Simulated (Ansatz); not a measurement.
YZn (CsCl type, Pm-3m), a = b = c = 3.521 Å, α = β = γ = 90.00°.

This is the PBEsol-relaxed structure.

**Question.** All from the program Ansatz at the PBEsol level (PAW), unless another level is named. Predict the formation energy from the elements (no fitted shifts).

**Answer.** -0.36 eV/atom.

**Question.** Predict the density of states at the Fermi level.

**Answer.** 1.5 states/eV per atom (mean over ±0.08 eV).

**Question.** And the gap with spin–orbit coupling?

**Answer.** none (metallic).

The workflow started from an entry of the Crystallography Open Database (COD). Its standing as an ambient phase is unchecked. Symmetry was held in the PBEsol relaxation; of distortions, only those at the zone centre were tested. The run is not spin-polarised. The references are the lowest solids computed at this level, not always the standard phases. Spin–orbit coupling is left out wherever it is not named.

Potentials: the later of the program's two PAW sets.
